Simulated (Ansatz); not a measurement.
**Ti₃O₄: a fit and a missing row**

Ti₃O₄, I4/mmm, a = 4.100 Å, c = 8.098 Å. The structure is a Materials Project entry; whether it is the stable form wasn't checked. Ansatz: PBEsol, PAW, 420 eV, Γ-centred 12×12×12 mesh on 7 atoms, Gaussian smearing 0.10 eV; no spin polarisation. Shape and atoms are relaxed at each volume; pressure is positive in compression.

| V (Å³/atom) | P (GPa) |
| --- | --- |
| 8.557 | 39.58 |
| 8.848 | 27.18 |
| 9.140 | 16.63 |
| 9.432 | 7.64 |
| 9.723 | -0.01 |
| 10.015 | ? |
| 10.307 | -12.05 |
| 10.696 | -18.16 |

Task: Take V0 = 9.723 Å³/atom, count pressures from its P0 = -0.01 GPa, fit the third-order Birch–Murnaghan form to the other rows, and predict the missing pressure.

Result: With the Eulerian strain f = ½[(V0/V)^(2/3) − 1] and y = (P − P0)/[3f(1 + 2f)^(5/2)], the form is the line y = B0 + 1.5 B0 (B0′ − 4) f. Rows (f, y): 0.04445, 240.0; 0.03244, 238.8; 0.02104, 237.8; 0.01023, 237.0; -0.01907, 231.9; -0.03080, 230.3. Means f = 0.009715, y = 235.97; Σ(Δf)² = 0.004322, ΣΔfΔy = 0.5724; the slope is their ratio. y = 234.7 + 132.5 f GPa, so B0 = 234.7 GPa and B0′ = 4 + 2 × (132.5)/(3 × 234.7) = 4.38. At V = 10.015, f = -0.00977, y = 233.41 and P = -6.52 GPa. The run gave -6.51 GPa, so the fit is 0.01 GPa too low, within the rms miss on the fitted rows (0.05 GPa).

Spin polarisation was left out, and a magnetic state may lie lower.